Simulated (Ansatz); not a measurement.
# Zone-centre phonons of SnSe at 25 GPa: input and output

The calculation used DFT LDA, scalar-relativistic, plane waves, PAW in Ansatz 0.2.0.

Launched with:
```bash
ansatz run input.yaml --threads 1 --pin off --max-ram 3072MiB --backend cpu --events-out ev --progress --plain --runs-dir out
```

Input (bare energies are in eV):
```yaml
crystal:
  lattice:
    - [0.0, 2.7152222583, 2.7152222583]
    - [2.7152222583, 0.0, 2.7152222583]
    - [2.7152222583, 2.7152222583, 0.0]
  atoms:
    - { symbol: Sn, position: [0.0, 0.0, 0.0] }
    - { symbol: Se, position: [0.5, 0.5, 0.5] }
basis:
  ecutwfc: 420
kpoints:
  mp_grid: { grid: [12, 12, 12] }
hamiltonian:
  xc: lda
scf:
  occupations: { method: fixed }
output:
  eigenvalues: true
phonons:
  method: dfpt
  eigenvectors: true
```

The end of the output:
```
--- Phonons (Γ-DFPT): 2 representative perturbations + reference, on 163 of 1728 k-points (Σ response iterations 6) ---
  k mesh reduced under 8 symmetry operations, with k and −k counted as one. Each operation leaves every solved perturbation unchanged. A smaller set is not used because it would not reduce the number of displacements ...
  ASR residual: 6.504e-4 → 0.000e0 eV/Å²; symmetrization residual: 2.099e-6 eV/Å²
  ASR residual per site (eV/Å²): 6.50e-4 1.04e-4
  Γ frequencies (cm⁻¹): 0.00 0.00 0.00 155.18 155.18 155.18
  non-analytic LO–TO correction: not included (Born effective charges unavailable; polar crystals: no LO–TO splitting at Γ)
```

The run took 11 s on 1 thread of AMD EPYC 9R45 96-Core Processor (Zen 5) (shared host), peak memory 0.75 GiB.

Spin–orbit coupling is left out, which matters for heavy elements. Other phases may be more stable at this pressure. The bands were filled as in an insulator; under compression the gap may have closed between mesh points.

This rock-salt form isn't the usual stable structure of the compound at low pressure.